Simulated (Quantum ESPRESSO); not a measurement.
```cif
data_Be6N4
_chemical_formula_sum 'Be6 N4'
_space_group_name_H-M_alt 'P 1'
_space_group_IT_number 1
_cell_length_a 2.84168
_cell_length_b 2.84168
_cell_length_c 9.74684
_cell_angle_alpha 90.000
_cell_angle_beta 90.000
_cell_angle_gamma 120.000
loop_
_space_group_symop_operation_xyz
  'x, y, z'
loop_
_atom_site_label
_atom_site_type_symbol
_atom_site_fract_x
_atom_site_fract_y
_atom_site_fract_z
_atom_site_occupancy
Be1 Be 0.33333 0.66667 0.07849 1
Be2 Be 0.66667 0.33333 0.92151 1
Be3 Be 0.66667 0.33333 0.57849 1
Be4 Be 0.33333 0.66667 0.42151 1
Be5 Be 0.00000 0.00000 0.25000 1
Be6 Be 0.00000 0.00000 0.75000 1
N1 N 0.00000 0.00000 0.00000 1
N2 N 0.00000 0.00000 0.50000 1
N3 N 0.33333 0.66667 0.25000 1
N4 N 0.66667 0.33333 0.75000 1
```

The geometry is that of Materials Project entry mp-6977, symmetrised and not relaxed again.

Problem. What does PBEsol (Quantum ESPRESSO, PseudoDojo norm-conserving, 88 Ry, without SOC) give for the electronic structure near the Fermi level?

Solution. The PBEsol gap is indirect, 3.25 eV, from Γ to M; the smallest direct gap is 4.65 eV. 

The structure is a Materials Project entry; no match was found in the copy of COD used, and its stability was not checked.
